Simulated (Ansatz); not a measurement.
Relaxed-ion elastic tensor of Te₂Mo in space group P6_3/mmc (No. 194; Mo on 2c, Te on 4f) in GPa (Voigt order), DFT-LDA in the program Ansatz with PAW potentials; density 8.10 g/cm³, 23.98 Å³ per atom.

```tsv
	1	2	3	4	5	6
1	140	33.6	14.4	0.0	0.0	0.0
2	33.6	140	14.4	0.0	0.0	0.0
3	14.4	14.4	52.0	0.0	0.0	0.0
4	0.0	0.0	0.0	25.8	0.0	0.0
5	0.0	0.0	0.0	0.0	25.8	0.0
6	0.0	0.0	0.0	0.0	0.0	53.3
```

Problem. Is the crystal mechanically stable?

Solution. Yes: the smallest eigenvalue of C is 25.8 GPa.

Problem. Work out the Voigt, Reuss and Hill averages.

Solution. K_V = 50.8, K_R = 39.1, K_H = 45.0; G_V = 39.0, G_R = 33.3, G_H = 36.1 GPa.

Problem. Give Young's modulus, Poisson's ratio, Pugh's ratio and the universal anisotropy index.

Solution. E = 9KG/(3K + G) = 85.5 GPa; ν = 0.18; K/G = 1.24 (brittle by the Pugh limit of 1.75); A_U = 5G_V/G_R + K_V/K_R − 6 = 1.16.

Problem. Estimate the sound speeds and the Debye temperature.

Solution. v_l = √((K + 4G/3)/ρ) = 3390 m/s, v_t = √(G/ρ) = 2110 m/s, mean 2330 m/s; Θ = (h/k)(3n/4πV)^(1/3) v_m = 240 K.

Problem. How much does each axis shrink under pressure?

Solution. Linear compressibilities β_i = Σ_j S_ij (j = 1 to 3): x 4.4, y 4.4, z 17 per TPa.

Symmetry was held in the LDA relaxation; of distortions, only those at the zone centre were tested. No spin polarisation was allowed. The volume moved by -17 % from the start of the relaxation. A crystal of weakly bound layers computed without a dispersion correction: the cell and the soft elastic constants depend strongly on that. Spin–orbit coupling is left out wherever it is not named.

Potentials: the later of the program's two PAW sets.
